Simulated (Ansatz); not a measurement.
Relaxed-ion elastic tensor of BeS (NiAs type, P6_3/mmc) in GPa (Voigt order), plane-wave PAW PBEsol (Ansatz code); density 2.83 g/cm³, 12.06 Å³ per atom.

```
 206  93.6  46.1   0.0   0.0   0.0
93.6   206  46.1   0.0   0.0   0.0
46.1  46.1   249   0.0   0.0   0.0
 0.0   0.0   0.0  22.9   0.0   0.0
 0.0   0.0   0.0   0.0  22.9   0.0
 0.0   0.0   0.0   0.0   0.0  56.2
```

**Question.** Is the crystal mechanically stable?

**Answer.** Yes: the smallest eigenvalue of C is 22.9 GPa.

**Question.** Work out the Voigt, Reuss and Hill averages.

**Answer.** K_V = 115, K_R = 115, K_H = 115; G_V = 52.1, G_R = 37.6, G_H = 44.9 GPa.

**Question.** Give Young's modulus, Poisson's ratio, Pugh's ratio and the universal anisotropy index.

**Answer.** E = 9KG/(3K + G) = 119 GPa; ν = 0.33; K/G = 2.56 (ductile by the Pugh limit of 1.75); A_U = 5G_V/G_R + K_V/K_R − 6 = 1.92.

**Question.** Estimate the sound speeds and the Debye temperature.

**Answer.** v_l = √((K + 4G/3)/ρ) = 7860 m/s, v_t = √(G/ρ) = 3980 m/s, mean 4460 m/s; Θ = (h/k)(3n/4πV)^(1/3) v_m = 580 K.

**Question.** Solve the Christoffel equation for the three sound speeds along x, y, z.

**Answer.** Eigenvalues of C_ijkl n_j n_l equal ρv². In km/s, slowest first: x 2.84, 4.46, 8.53; y 2.84, 4.46, 8.53; z 2.84, 2.84, 9.39.

**Question.** How much does each axis shrink under pressure?

**Answer.** Linear compressibilities β_i = Σ_j S_ij (j = 1 to 3): x 2.9, y 2.9, z 2.9 per TPa.

This is a known high-pressure phase of the composition, computed here at zero pressure and temperature. The PBEsol relaxation kept the symmetry of its start. At this level the phase is dynamically unstable (imaginary phonons).

Potentials: the earlier of the program's two PAW sets. The files were generated under PBE; for other functionals the program regenerates the frozen cores, and for LDA and PBEsol the local potential too.
